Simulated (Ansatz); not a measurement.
# BaIrCl: relaxation (Ansatz)

input.yaml:

```yaml
crystal:
  lattice:
    - [4.632223, 0.0, 0.0]
    - [0.0, 4.632223, 0.0]
    - [0.0, 0.0, 7.568346]
  atoms:
    - { symbol: Ba, position: [0.0, 0.5, 0.215] }
    - { symbol: Ba, position: [0.5, 0.0, 0.785] }
    - { symbol: Ir, position: [0.0, 0.0, 0.0] }
    - { symbol: Ir, position: [0.5, 0.5, 0.0] }
    - { symbol: Cl, position: [0.0, 0.5, 0.65] }
    - { symbol: Cl, position: [0.5, 0.0, 0.35] }
  symmetry: { tolerance: 0.0003 }
kpoints:
  mp_grid: { grid: [6, 6, 4], shift: [0, 0, 0] }
magnetization:
  spin_polarized: false
scf:
  occupations: { method: gaussian, width: 0.0115 }
  lower_state_search: "off"
hamiltonian:
  pseudopotentials: { kind: paw }
  xc: pbe
basis:
  ecutwfc: 420
  fft_grid_basis: typed
relax:
  max_steps: 80
  f_tol: 0.03
output:
  forces: true
  stress: true
  eigenvalues: true
  bader: true
  populations: true
  elf: true
  write_potential: true
  volumetric_format: npy
  dos:
    e_range: [-12, 8]
    de: 0.05
    projected: { site_lists: { Ba: [Ba], Cl: [Cl], Ir: [Ir] } }
  write_density: true
checkpoint:
  read: saved_state
```

Launch command:

```bash
ansatz run input.yaml --threads 2 --pin off --max-ram 2560MiB --backend cpu --events-out ev --progress --plain --runs-dir out
```

Origin of the cell: a known structure type with other elements, at an estimated volume, so it need not be a known compound.

The saved state is a converged single point of the same cell.

Steps:

```tsv
step	ΔF (meV/atom)	max force component (eV/Å)	SCF iterations	step was
1	0.0	3.038	10	accepted
2	-161.1	1.983	11	accepted
3	-247.2	0.560	9	accepted
4	-257.7	0.257	7	accepted
5	-261.1	0.035	7	accepted
6	-261.2	0.001	6	accepted
```

Step 1, with forces in eV/Å:

```xyz
6
Lattice="4.632 0.000 0.000 0.000 4.632 0.000 0.000 0.000 7.568" Properties=species:S:1:pos:R:3:forces:R:3 pbc="T T T" step=1
Ba    0.000    2.316    1.627    0.000    0.000    3.038
Ba    2.316    0.000    5.941    0.000    0.000   -3.038
Ir    0.000    0.000    0.000    0.000    0.000    0.000
Ir    2.316    2.316    0.000    0.000    0.000    0.000
Cl    0.000    2.316    4.919    0.000    0.000   -0.022
Cl    2.316    0.000    2.649    0.000    0.000    0.022
```

Step 2, with forces in eV/Å:

```xyz
6
Lattice="4.632 0.000 0.000 0.000 4.632 0.000 0.000 0.000 7.568" Properties=species:S:1:pos:R:3:forces:R:3 pbc="T T T" step=2
Ba    0.000    2.316    1.822    0.000    0.000    1.983
Ba    2.316    0.000    5.746    0.000    0.000   -1.983
Ir    0.000    0.000    0.000    0.000    0.000    0.000
Ir    2.316    2.316    0.000    0.000    0.000    0.000
Cl    0.000    2.316    4.923    0.000    0.000   -0.116
Cl    2.316    0.000    2.646    0.000    0.000    0.116
```

Step 3, with forces in eV/Å:

```xyz
6
Lattice="4.632 0.000 0.000 0.000 4.632 0.000 0.000 0.000 7.568" Properties=species:S:1:pos:R:3:forces:R:3 pbc="T T T" step=3
Ba    0.000    2.316    2.017    0.000    0.000    0.560
Ba    2.316    0.000    5.551    0.000    0.000   -0.560
Ir    0.000    0.000    0.000    0.000    0.000    0.000
Ir    2.316    2.316    0.000    0.000    0.000    0.000
Cl    0.000    2.316    4.902    0.000    0.000    0.260
Cl    2.316    0.000    2.666    0.000    0.000   -0.260
```

Step 4, with forces in eV/Å:

```xyz
6
Lattice="4.632 0.000 0.000 0.000 4.632 0.000 0.000 0.000 7.568" Properties=species:S:1:pos:R:3:forces:R:3 pbc="T T T" step=4
Ba    0.000    2.316    2.082    0.000    0.000    0.083
Ba    2.316    0.000    5.487    0.000    0.000   -0.083
Ir    0.000    0.000    0.000    0.000    0.000    0.000
Ir    2.316    2.316    0.000    0.000    0.000    0.000
Cl    0.000    2.316    4.945    0.000    0.000    0.257
Cl    2.316    0.000    2.624    0.000    0.000   -0.257
```

Step 5, with forces in eV/Å:

```xyz
6
Lattice="4.632 0.000 0.000 0.000 4.632 0.000 0.000 0.000 7.568" Properties=species:S:1:pos:R:3:forces:R:3 pbc="T T T" step=5
Ba    0.000    2.316    2.116    0.000    0.000    0.012
Ba    2.316    0.000    5.452    0.000    0.000   -0.012
Ir    0.000    0.000    0.000    0.000    0.000    0.000
Ir    2.316    2.316    0.000    0.000    0.000    0.000
Cl    0.000    2.316    5.023    0.000    0.000   -0.035
Cl    2.316    0.000    2.545    0.000    0.000    0.035
```

Step 6, with forces in eV/Å:

```xyz
6
Lattice="4.632 0.000 0.000 0.000 4.632 0.000 0.000 0.000 7.568" Properties=species:S:1:pos:R:3:forces:R:3 pbc="T T T" step=6
Ba    0.000    2.316    2.115    0.000    0.000    0.000
Ba    2.316    0.000    5.453    0.000    0.000    0.000
Ir    0.000    0.000    0.000    0.000    0.000    0.000
Ir    2.316    2.316    0.000    0.000    0.000    0.000
Cl    0.000    2.316    5.015    0.000    0.000   -0.001
Cl    2.316    0.000    2.553    0.000    0.000    0.001
```

| Property | Result |
| --- | --- |
| Free energy lowered by | 261.2 meV/atom |
| Final pressure | -0.26 GPa |
| Relaxation steps listed | 6 |

Caveats: no moments, though an odd count or open d shells may carry them; no spin-orbit coupling, though heavy elements are present; the SCF threshold is looser than advised for a stress; the relaxation held the start's symmetry, so the end may be a saddle point.

It ran for 130 s of wall time on 2 CPU thread(s) of a shared host, from a saved density.
